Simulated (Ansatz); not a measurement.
## What DFT gives for TaCuP2

```
Ta Cu P
1.0
     3.59996    0.00000    0.00000
    -1.79998    3.11766    0.00000
     0.00000   -2.07844    6.67263
Ta Cu P
1 1 2
Direct
  0.50000 0.00000 0.50000
  0.00000 0.00000 0.00000
  0.11900 0.23800 0.35700
  0.88100 0.76200 0.64300
```

Method: PBE, no spin polarisation; PAW, plane waves to 420 eV, 10×10×10 Γ-centred mesh, fermi-dirac occupations (width 0.1 eV) (Ansatz 0.2.0), atoms fixed.

- Formation energy: 0.78 eV an atom against the elements' usual phases (free molecules for gases, crystals otherwise, with no correction for O₂ or N₂), so at this geometry it isn't bound against them. Relaxing would lower it.
- Forces: The largest is on P4 (and as large on other atoms): 7.25 eV/Å, components (0.00, 0.00, 7.25). It makes 115° with the line to a nearest neighbour, Ta1 at 2.29 Å.
- Electronic structure: It is a metal, with about 1.6 states/eV a cell as the mean within 0.25 eV of the Fermi level, mostly Ta d (39 %), P p (30 %) and Cu s (14 %).
- Charges: Bader charges in e: Ta +1.33, Cu +0.22, P -0.77. In the mean Ta gives up most and P takes most.

Origin: a known structure type with other elements, at an estimated volume, so it need not be a known compound. Caveats: atoms or cell far from equilibrium.
